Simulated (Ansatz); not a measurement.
Be2ZnO3: rattling a relaxed structure

The structure comes from a proposed guess, relaxed at this level; another structure or a mixture of phases may lie lower.

These are results of DFT PBE, scalar-relativistic, plane waves, PAW in Ansatz 0.2.0, not measurements. Cutoff 420 eV; k points 6×6×6 on the computed 12-atom cell (Γ-centred); Gaussian smearing, width 0.02 eV; no spin polarisation.

The cell below (12 atoms, space group Cc (No. 9)) is relaxed within its symmetry.

```cif
data_structure
_symmetry_space_group_name_H-M 'P 1'
_symmetry_Int_Tables_number 1
_cell_length_a 5.0274
_cell_length_b 5.0274
_cell_length_c 4.9200
_cell_angle_alpha 98.769
_cell_angle_beta 98.769
_cell_angle_gamma 120.566
_cell_volume 101.88
loop_
_atom_site_label
_atom_site_type_symbol
_atom_site_fract_x
_atom_site_fract_y
_atom_site_fract_z
_atom_site_occupancy
Be1 Be 0.58898 0.42141 0.00047 1
Be2 Be 0.25407 0.73811 0.99934 1
Be3 Be 0.42141 0.58898 0.50047 1
Be4 Be 0.73811 0.25407 0.49934 1
Zn1 Zn 0.91696 0.09095 0.00929 1
Zn2 Zn 0.09095 0.91696 0.50929 1
O1 O 0.33865 0.49782 0.13872 1
O2 O 0.95558 0.73763 0.09374 1
O3 O 0.58110 0.12874 0.13344 1
O4 O 0.49782 0.33865 0.63872 1
O5 O 0.73763 0.95558 0.59374 1
O6 O 0.12874 0.58110 0.63344 1
```

For the test it was strained at random (σ = 1.5 % a component), the atoms were moved at random (σ = 0.10 Å), and all was relaxed again on a coarse 4×4×4 mesh (in the run’s order of axes) with 0.10 eV smearing, with no symmetry imposed.

**Question.** Is the structure stable against such a distortion?

**Answer.** It returns, within 1 meV/atom of the unmoved cell on that mesh and with the same symmetry when read at 0.1 Å (P1 at 0.01 Å, so small strains and shifts remain). So it is stable against the distortions that fit this cell and that this random move excites. Modes that don't fit the cell aren't tested.
